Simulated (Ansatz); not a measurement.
**Mg₂TiO₃: rattling a relaxed structure**

The cell was found from a structure generator's guess, not taken from experiment.

Computed with DFT PBE, scalar-relativistic, plane waves, PAW in Ansatz. Settings: cutoff 420 eV, Γ-centred mesh 12×12×12 on the computed 6-atom cell, Gaussian smearing of 0.10 eV; no spin polarisation.

The cell below (6 atoms, space group R-3m (No. 166)) is relaxed within its symmetry.

```
Mg Ti O
1.0
     2.75512    1.59067    2.70170
    -2.75512    1.59067    2.70170
     0.00000   -3.18134    2.70170
Mg Ti O
2 1 3
Cartesian
  0.0000 0.0000 2.6428
  0.0000 0.0000 5.4623
  0.0000 0.0000 0.0000
  -1.3776 0.7953 1.3509
  0.0000 -1.5907 1.3509
  1.3776 0.7953 1.3509
```

For the test a repeat of it with 12 atoms (edges 4.17, 4.17, 8.35 Å) was strained at random (σ = 1.5 % a component), the atoms were moved at random (σ = 0.10 Å), and all was relaxed again on a coarse 6×6×4 mesh (in the run’s order of axes) with 0.20 eV smearing, with no symmetry imposed.

No Hubbard U is applied to the open shell of Ti.

Q: Is the structure stable against such a distortion?

A: It returns, within 1 meV/atom of the unmoved cell on that mesh and with the same symmetry when read at 0.1 Å (C2/m at 0.01 Å, so small strains and shifts remain). So it is stable against the distortions that fit this cell and that this random move excites. Modes that don't fit the cell aren't tested. Another cell of Mg2TiO3 relaxed alike but with spin, in P-4m2, lies 278 meV/atom lower, so this cell isn't the stable form at this level.
